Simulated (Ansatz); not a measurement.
# ErAs (CsCl-type structure)

Level of theory: DFT, PBEsol, scalar-relativistic, collinear spin; plane waves to 420 eV with PAW datasets (Ansatz 0.2.0), 10×10×10 k-mesh, Gaussian smearing of 0.05 eV. The datasets are Ansatz's generated set soft_2.

```yaml
crystal:
  lattice:
    - [3.51955, 0.00000, 0.00000]
    - [0.00000, 3.51955, 0.00000]
    - [0.00000, 0.00000, 3.51955]
  atoms:
    - { symbol: Er, position: [0.00000, 0.00000, 0.00000] }
    - { symbol: As, position: [0.50000, 0.50000, 0.50000] }
```

This is a trial structure; measured cells of the compound in the Crystallography Open Database are in space group Fm-3m (rock salt).

Magnetic state: ferromagnetic, site spin moments Er 2.52 μB.

The electronic state has lower symmetry than the lattice and leaves a non-hydrostatic stress of up to 0.4 GPa in this cell.

Path: Γ–X–M–Γ–R–X | R–M, with Γ = (0.000, 0.000, 0.000), X = (0.000, 0.500, 0.000), M = (0.500, 0.500, 0.000), R = (0.500, 0.500, 0.500) in reciprocal vectors of the calculation's cell.

Task: Is it a metal or an insulator, and if it has a gap, where are the band edges on this path?

Result: A metal: bands cross the Fermi level.

Levels between -5 and 3 eV from the Fermi level at the path's named points:
| point | spin | below E_F (eV) | above E_F (eV) |
| --- | --- | --- | --- |
| Γ | up | -2.87 -2.87 -2.68 -2.13 -2.08 -2.08 -1.95 -0.23 -0.23 | 0.63 0.63 0.66 |
| Γ | down | -0.92 -0.83 -0.83 -0.63 -0.30 -0.30 -0.06 -0.06 | 0.04 0.93 1.04 1.04 |
| X | up | -2.82 -2.82 -2.68 -2.08 -2.05 -2.04 -1.93 -0.56 -0.56 | 0.90 |
| X | down | -0.80 -0.75 -0.71 -0.60 -0.50 -0.50 | 0.05 0.05 0.14 1.11 |
| M | up | -3.22 -3.12 -2.83 -2.77 -2.67 -2.06 -1.98 -1.92 -1.81 -0.48 | 1.80 2.91 2.92 |
| M | down | -2.98 -2.98 -0.78 -0.69 -0.65 -0.52 -0.32 -0.13 | 0.05 0.11 2.05 |
| R | up | -4.06 -4.06 -4.06 -2.82 -2.82 -2.61 -2.06 -2.01 -2.01 -1.89 |  |
| R | down | -4.02 -4.01 -4.01 -0.71 -0.70 -0.70 -0.55 | 0.05 0.05 0.20 |

Formal charges Er³⁺, As³⁻ leave Er³⁺ with an open 4f¹¹ shell. Nothing in this functional splits the part-filled shell enough, so f states lie at the Fermi level.

Without a U the open 4f shell is pinned at the Fermi level, an artefact: in the real crystal it splits into occupied and empty levels away from it, and its large orbital moment is missing here. These numbers lack spin–orbit coupling. The run wasn't fully tested for a lower electronic state. The order of the orbitals lowers the symmetry, along an axis that is one of several equivalent ones. Site moments are of spin, integrated over atomic spheres. The run holds 0.5 f electrons more on Er than the trivalent ion has, so it is between trivalent and divalent here. In such compounds it is trivalent as a rule, so this state is likely an artefact, and the extra f charge swells the ion. Only parallel moments were tried, so the real magnetic order may be another.

The state of the open shells isn't shown to be the lowest, and forces and pressures are less sure for it.
